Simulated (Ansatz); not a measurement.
This guess for Ti₃Ge₈Mo is about to be relaxed.

```
Ti Ge Mo
1.0
     2.61983   -4.56715    0.00000
     2.61983    4.56715    0.00000
     0.00000    0.00000    8.98700
Ti Ge Mo
3 8 1
Direct
  0.50000 0.50000 0.50000
  0.00000 0.50000 0.25000
  0.50000 0.00000 0.75000
  0.50000 0.50000 0.83263
  0.00000 0.00000 0.33263
  0.00000 0.50000 0.91737
  0.50000 0.00000 0.41737
  0.00000 0.50000 0.58263
  0.50000 0.00000 0.08263
  0.50000 0.50000 0.16737
  0.00000 0.00000 0.66737
  0.00000 0.00000 0.00000
```

Computed with DFT PBE, scalar-relativistic, plane waves, PAW in Ansatz. Cutoff 420 eV, Gaussian smearing, Γ-centred meshes. Cell and atoms relax first on a coarse mesh and then on a finer one. In between, the cell is made exact in the group found at 0.06 Å. In metals the finer mesh still leaves noise of several meV/atom or more. The steps can't lower the symmetry of their start. No spin polarisation in the relaxation; trial moments died out in a coarse test.

A guess keeps its type if space group and coordination stay and the shape of the cell changes little (axis ratios within about 15 %, angles within 6°); the volume may change.

Problem. Does it keep its structure type, or change into something else?

Solution. It keeps its type. The symmetry stays C222 (No. 21). The volume per atom shrinks by 11.1 %, from 17.9 to 15.9 Å³. The shortest distance goes from 2.74 Å (Ge–Mo and Ti–Ge) to 2.63 Å (Ge–Ge). Counting neighbours within 15 % of an atom's shortest distance, the start has Ge 10, Mo 10, Ti 10 and the end Ge 10, Mo 10, Ti 10.

The last run used a 10×10×6 mesh (in the run's order of axes) for its 12-atom cell and Gaussian smearing of 0.10 eV. A structure relaxed within its symmetry needn't be a true minimum.
